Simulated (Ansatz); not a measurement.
**SiC: what each run costs**

Cell: 12 atoms, space group Cmc2_1, a = 3.080 Å, b = 3.080 Å, c = 15.122 Å, α = 90.00°, β = 90.00°, γ = 120.04°.

All runs are DFT with Ansatz 0.2.0 on 1 thread of AMD EPYC 9R14 (Zen 4) (x86_64; 16 cores open to the job, memory cap 3.0 GiB, no GPU), a shared host.

Question: Rank the runs by wall time, shortest first.
A. single point, PBE, gradients read without the response of the cores, 420 eV, 10×10×2 k-points, smearing 0.02 eV
B. single point at relaxed positions, r2SCAN, gradients read without the response of the cores, 500 eV, 10×10×2 k-points, smearing 0.02 eV
C. relaxation of the ions, PBE, gradients read without the response of the cores, 420 eV, 10×10×2 k-points, smearing 0.02 eV

Answer: A (17 s, 0.54 GiB), B (28 s, 0.75 GiB), C (42 s, 0.56 GiB).
